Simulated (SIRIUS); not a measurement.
Set-up for a self-consistent single point of MoS₂ (R3m, 3 atoms in the cell; from Materials Project mp-1434, changed as shown).

```yaml
crystal:
  lattice:
    - [1.56031, 0.90084, 6.35246]
    - [-1.56031, 0.90084, 6.35246]
    - [0.00000, -1.80169, 6.35246]
  atoms:
    - { symbol: Mo, position: [0.99978, 0.99978, 0.99978] }
    - { symbol: S, position: [0.41294, 0.41294, 0.41294] }
    - { symbol: S, position: [0.25330, 0.25330, 0.25330] }
```

Computed with PBE, SSSP 1.1.2 efficiency PBE pseudopotentials (plane waves; SIRIUS).

SIRIUS settings:

```
key                                                                          value
--------------------------------------  ------------------------------------------
parameters.ngridk                                                            6 6 6
parameters.xc_functionals                             [XC_GGA_X_PBE, XC_GGA_C_PBE]
parameters.gk_cutoff                                                  8.062 1/bohr
parameters.pw_cutoff                                                 25.496 1/bohr
parameters.smearing                                                    fermi_dirac
parameters.smearing_width                                            0.00183747 Ha
potentials                              SSSP 1.1.2 efficiency PBE pseudopotentials
parameters.electronic_structure_method                             pseudopotential
parameters.num_bands                                                            17
parameters.num_mag_dims                                                          0
parameters.num_dft_iter                                                        100
parameters.energy_tol                                                     1e-07 Ha
parameters.density_tol                                                       1e-06
mixer.type                                                                anderson
mixer.beta                                                                     0.7
mixer.use_hartree                                                            false
```

Results:

| Item | Value |
|---|---|
| Number of valence electrons | 26 |
| Number of bands | 17 |
| Number of k-points after the program's reduction | 32 |
| Number of plane waves (most at a k-point) | 3221 |
| Number of SCF iterations | 29 |
| FFT grid | 108 × 108 × 108 |
| Free energy E − TS | -2524.2364 eV |
| Gap on the k-point mesh | 1.12 eV |
| Pressure | 11.02 GPa |
| Largest force (vector length) | 1.245 eV/Å |

Forces (eV/Å):
| atom | Fx | Fy | Fz |
|---|---|---|---|
| Mo1 | 0.000 | 0.000 | -0.001 |
| S2 | 0.000 | 0.000 | 1.245 |
| S3 | 0.000 | 0.000 | -1.244 |

Stress (GPa, positive for compression):
```
10.20   0.00   0.00
 0.00  10.20   0.00
 0.00   0.00  12.67
```

Gaps are taken between levels on the mesh.

For comparison: a first run was changed to give this one (lattice scaled by 0.98), and from it to this one the free energy goes up by 41.2 meV/atom, the pressure goes from 1.30 to 11.02 GPa, the largest force goes from 0.163 to 1.245 eV/Å and the gap on the mesh goes from 1.083 to 1.124 eV.

Forces above 1 eV/Å remain at this geometry. The structure comes from a collection of computed structures, made at another level of theory; the collection holds predicted forms beside known ones.

Cost on one core: around 6 core-minutes (rough).
